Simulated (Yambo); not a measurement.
Rb$_{2}$SiF$_{6}$ (space group Fm-3m, No. 225), G0W0@LDA (Yambo, plasmon pole, terminator in G, 2×2×2 mesh): gap Γ → Γ in eV by bands and screening block.

| bands (W and G) | 2 Ry | 3 Ry | 4 Ry | 6 Ry | 7 Ry |
|---|---|---|---|---|---|
| 58 | 13.39 | 13.17 | 12.73 | 12.58 | 12.55 |
| 85 | 12.79 | 12.58 | 12.15 | 12.01 | 11.99 |
| 122 | 12.54 | 12.33 | ___ | ___ | 11.78 |
| 168 | 12.43 | 12.21 | 11.81 | 11.70 | 11.70 |
| 215 | ___ | 12.16 | 11.76 | 11.67 | 11.67 |

**Question.** Estimate the withheld gaps from their neighbours; the computed values follow.

**Answer.** 
- 122, 4 Ry: 11.92
- 122, 6 Ry: 11.79
- 215, 2 Ry: 12.38

The largest settings aren't shown to be the converged limit.

Geometry of the Materials Project entry, not relaxed at this level; primitive cell a = b = c = 5.9067 Å, α = β = γ = 60.00°.

The structure is a Materials Project entry; no match was found in the copy of COD used, and its stability was not checked.
